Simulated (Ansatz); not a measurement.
## Li (Fm-3m), comparing deformations

Level of theory: DFT PBEsol, scalar-relativistic, plane waves, PAW (Ansatz 0.2.0). Settings: plane waves to 420 eV, k-mesh 18×18×18 (Γ-centred), Gaussian smearing 0.15 eV. No spin polarisation. Energies are free energies at this smearing, counted from the undisturbed cell; pressure is positive in compression.

Reference structure (as given, not relaxed at this level; it stands at -0.7 GPa; this fcc form isn't the usual structure):

```xyz
1
Lattice="0.0000 2.2020 2.2020 2.2020 0.0000 2.2020 2.2020 2.2020 0.0000" Properties=species:S:1:pos:R:3 pbc="T T T"
Li    0.0000    0.0000    0.0000
```

The cell is strained by ε times a Voigt pattern (xx, yy, zz, yz, xz, xy; engineering shear) with fractional coordinates fixed. τ = (1/V0) dE/dε comes from the stress tensor. Of each scan, only the three points used here are listed.

| pattern | ε | τ (GPa) |
| --- | --- | --- |
| (0, 0, 1, 0, 0, 0) | -0.0150 | 0.472 |
| (0, 0, 1, 0, 0, 0) | 0.0000 | 0.705 |
| (0, 0, 1, 0, 0, 0) | 0.0150 | 0.917 |
| (1, 1, 0, 0, 0, 0) | -0.0150 | 0.626 |
| (1, 1, 0, 0, 0, 0) | 0.0000 | 1.411 |
| (1, 1, 0, 0, 0, 0) | 0.0150 | 2.125 |
| (0, 0, 0, 0, 1, 0) | -0.0075 | -0.086 |
| (0, 0, 0, 0, 1, 0) | 0.0000 | 0.000 |
| (0, 0, 0, 0, 1, 0) | 0.0075 | 0.086 |

Problem. Which constants do the scans give, and which deformation costs least for the same size of strain tensor?

Solution. The slope dτ/dε at zero (parabola through three points) is pᵀCp: (0, 0, 1, 0, 0, 0) gives C11 = 14.8 GPa; (1, 1, 0, 0, 0, 0) gives 2(C11 + C12) = 50 GPa; (0, 0, 0, 0, 1, 0) gives C44 = 11.5 GPa. The size of the strain tensor, ε:ε, is ε² times 1.0, 2.0, 0.5. Per unit of it the stiffnesses are 14.8, 25, 23.0 GPa, so (0, 0, 1, 0, 0, 0) is the softest of these: at ε:ε = (1 %)² the quadratic term costs 0.10 meV/atom against 0.17 for the stiffest. The starting stress shifts them by about its own size.

Problem. What else follows for this cubic crystal?

Solution. From the unrounded slopes C11 = 14.8 and C12 = 10.1 GPa, so B = (C11 + 2 C12)/3 = 12 GPa and the Poisson ratio for a pull along a cube edge is C12/(C11 + C12) = 0.41.

Problem. How anisotropic is this cubic crystal?

Solution. Zener's ratio 2 C44/(C11 − C12) = 4.90; it is 1 for an isotropic solid.

In a metal these slopes depend on the k mesh and the smearing.